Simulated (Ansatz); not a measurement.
LuTl:
```cif
data_LuTl
_chemical_formula_sum 'Lu1 Tl1'
_space_group_name_H-M_alt 'P4/mmm'
_space_group_IT_number 123
_space_group_name_Hall '-P 4 2'
_cell_length_a 3.46035
_cell_length_b 3.46035
_cell_length_c 4.23088
_cell_angle_alpha 90.000
_cell_angle_beta 90.000
_cell_angle_gamma 90.000
loop_
_atom_site_label
_atom_site_type_symbol
_atom_site_symmetry_multiplicity
_atom_site_Wyckoff_symbol
_atom_site_fract_x
_atom_site_fract_y
_atom_site_fract_z
_atom_site_occupancy
Lu1 Lu 1 a 0.00000 0.00000 0.00000 1
Tl1 Tl 1 d 0.50000 0.50000 0.50000 1
```

Relaxed with r²SCAN.

Task: Which orbitals make up the states near the Fermi level in DFT-r²SCAN in the program Ansatz with PAW potentials?

Result: Within 0.5 eV of the Fermi level: Lu 5d 68 %, Tl 6p 22 %. Projections are on Löwdin-orthogonalised atomic valence shells; empty p or d shells of many metals are not among them.

Task: Tabulate the density of states.

Result: States/eV per cell of 2 atoms, in 0.25 eV bins, energy from the Fermi level.

```tsv
E (eV)	total	Lu 4f	Lu 5d	Tl 6p
-7.85	0.56	0.00	0.10	0.11
-7.60	0.60	0.00	0.11	0.11
-7.35	0.66	0.01	0.14	0.11
-7.10	0.88	0.02	0.20	0.11
-6.85	0.79	0.02	0.21	0.09
-6.60	0.53	0.03	0.14	0.07
-6.35	0.44	0.06	0.11	0.05
-6.10	0.45	0.16	0.08	0.03
-5.85	27.50	27.32	0.04	0.04
-5.60	28.47	28.16	0.10	0.05
-5.35	0.25	0.09	0.05	0.03
-5.10	0.16	0.02	0.03	0.04
-4.85	0.14	0.01	0.03	0.05
-4.60	0.18	0.00	0.04	0.08
-4.35	0.24	0.00	0.05	0.12
-4.10	0.29	0.00	0.06	0.16
-3.85	0.35	0.00	0.08	0.19
-3.60	0.43	0.00	0.10	0.24
-3.35	0.52	0.00	0.12	0.29
-3.10	0.67	0.00	0.16	0.36
-2.85	0.86	0.00	0.22	0.47
-2.60	1.22	0.00	0.39	0.65
-2.35	1.26	0.00	0.52	0.60
-2.10	1.17	0.00	0.45	0.59
-1.85	1.24	0.00	0.43	0.69
-1.60	1.09	0.00	0.42	0.57
-1.35	1.04	0.00	0.43	0.52
-1.10	1.04	0.00	0.47	0.47
-0.85	1.10	0.00	0.57	0.44
-0.60	1.08	0.00	0.61	0.38
-0.35	1.00	0.00	0.59	0.31
-0.10	1.39	0.00	0.96	0.28
0.15	1.25	0.00	0.85	0.25
0.40	1.74	0.00	1.28	0.29
0.65	1.92	0.00	1.38	0.35
0.90	1.69	0.00	1.14	0.33
1.15	0.76	0.00	0.49	0.18
1.40	0.75	0.00	0.51	0.16
1.65	1.78	0.00	1.23	0.32
1.90	1.82	0.00	1.22	0.36
2.15	1.45	0.00	0.99	0.27
2.40	1.88	0.00	1.42	0.24
2.65	1.96	0.00	1.50	0.23
2.90	1.96	0.00	1.49	0.21
3.15	2.47	0.00	1.80	0.33
3.40	2.12	0.00	1.54	0.25
3.65	2.10	0.00	1.51	0.15
3.90	2.00	0.00	1.45	0.11
4.15	1.75	0.00	1.20	0.14
4.40	1.65	0.00	1.07	0.16
4.65	1.50	0.00	0.90	0.19
```

The workflow started from a Materials Project entry (that database holds measured and hypothetical structures alike); the Crystallography Open Database copy checked does not list it. With Lu and Tl taken as one species the cell has the higher symmetry I4/mmm, so it may be an ordered model of a mixed-site phase. Its standing as an ambient phase is unchecked. The cell keeps a stress of up to 0.2 GPa. The cell was relaxed with r²SCAN under the symmetry of its start; its stability against distortions is not shown here. Spin–orbit coupling is left out wherever it is not named.

Potentials: the later of the program's two PAW sets.
